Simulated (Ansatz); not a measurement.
A scan (energy against volume; even scaling of the relaxed cell, symmetry kept) gave these values. These are PBE (plane waves to 420 eV, PAW, scalar-relativistic; Ansatz, a program for electronic structure) values and carry that method's errors.

| Item | Result |
|---|---|
| Bulk modulus B₀ (third-order Birch-Murnaghan fit) | 75.1 GPa |
| Pressure derivative B₀′ (fit) | 3.9 |
| Equilibrium volume of the fit | 17.35 Å³/atom |

Q: Of these crystals, all scanned alike, which one is it?
A) Rh (fcc, Cu type)
B) Mg₂Sn (antifluorite type, space group Fm-3m)
C) AlRu (CsCl type)
D) BeSe (zinc blende)

A: D, BeSe (zinc blende). The others have, for the bulk modulus: Mg2Sn 40.5 GPa, Rh 256 GPa, AlRu 203 GPa

AlRu is run without spin polarisation. All were relaxed with their symmetry unable to fall. At this level the bands of Mg2Sn touch or barely overlap; measurements give the solid a gap. Rh is run without spin polarisation.

(Under strain, the slope of the energy per volume gives the stress and its curvature an elastic modulus.)
